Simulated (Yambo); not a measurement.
Yambo run on CaZnC2O6 (space group R-3, No. 148). The wavefunctions are norm-conserving PBEsol (Quantum ESPRESSO, 84 Ry, without SOC) ones on a 4×4×4 mesh (37 occupied bands); a = b = c = 6.126 Å, α = β = γ = 46.80°.

Yambo input:

```
rim_cut
gw0
dyson
el_el_corr
HF_and_locXC
ppa
em1d
RandQpts= 1000000
RandGvec= 1 Ry
EXXRLvcs= 84 Ry
VXCRLvcs= 336 Ry
Chimod= "HARTREE"
% BndsRnXp
 5 | 137 |
%
NGsBlkXp= 6 Ry
% LongDrXp
 1.0 | 1.0 | 1.0 |
%
PPAPntXp= 15 eV
% GbndRnge
 1 | 137 |
%
GTermKind= "BG"
DysSolver= "n"
ExtendOut
% QPkrange
 3 | 3 | 37 | 37 |
 8 | 8 | 37 | 38 |
 13 | 13 | 38 | 38 |
%
```

k points by index: 3 = L, 8 = (0.25, 0.25, 0.25), 13 = Z.

The o-*.qp file then holds:

```
#    K-point    Band    Eo [eV]    E [eV]    E-Eo [eV]    Vxc [eV]    Vnlxc [eV]    Sc|Eo [eV]    Sc|E [eV]    dSc/dw|Eo [eV]    Re(Z)    Im(Z)
#
    3    37    0.000000    -1.268466    -1.268466    -21.36314    -27.59314    4.628398    4.961541    -7.145814    0.792012    -0.001322
    8    37    -0.877814    -2.202748    -1.324934    -19.09435    -25.32668    4.559426    4.907400    -7.145593    0.792016    -0.001618
    8    38    4.015057    5.555073    1.540017    -14.79622    -9.698336    -3.242657    -3.557871    -5.569345    0.830102    -0.001090
    13    38    3.893896    5.475902    1.582006    -14.68622    -9.556327    -3.223673    -3.547884    -5.576277    0.829926    -0.001090
```
(The two width columns are left out.) Convergence of these settings isn't established.

Geometry of the Materials Project entry, not relaxed at this level.

The structure is a Materials Project entry; no match was found in the copy of COD used, and its stability was not checked.
